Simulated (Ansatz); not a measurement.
TiC:
```
TiC
1.0
    0.00000     2.16648     2.16648
    2.16648     0.00000     2.16648
    2.16648     2.16648     0.00000
Ti C
1 1
Direct
  0.50000   0.50000   0.50000
  0.00000   0.00000   0.00000
```

Relaxed with PBE. Special points in fractions of this cell's reciprocal vectors: Γ (0.000, 0.000, 0.000); X (0.500, 0.000, 0.500); U (0.625, 0.250, 0.625); K (0.375, 0.375, 0.750); L (0.500, 0.500, 0.500); W (0.500, 0.250, 0.750).

**Question.** List the band energies nearest the Fermi level at these points for the program Ansatz at the PBE level (PAW).

**Answer.** In eV from the Fermi level; about four levels below and three above (degenerate sets whole), none deeper than 8.9 eV; points with the same levels are listed once.

```csv
k,below,above
Γ,–,0.71 0.71 0.71
X,-3.42 -1.60 -0.03 -0.03,2.73 3.53 3.53
U,-3.46 -3.34 -1.71,1.47 3.15 3.84
L,-5.82 -2.89 -2.89,2.93 2.93 4.11
W,-3.13 -3.13 -2.69,2.80 2.80 3.54
```

Space group Fm-3m (rock salt). Symmetry was held in the PBE relaxation. The run is not spin-polarised.

Potentials: the later of the program's two PAW sets.
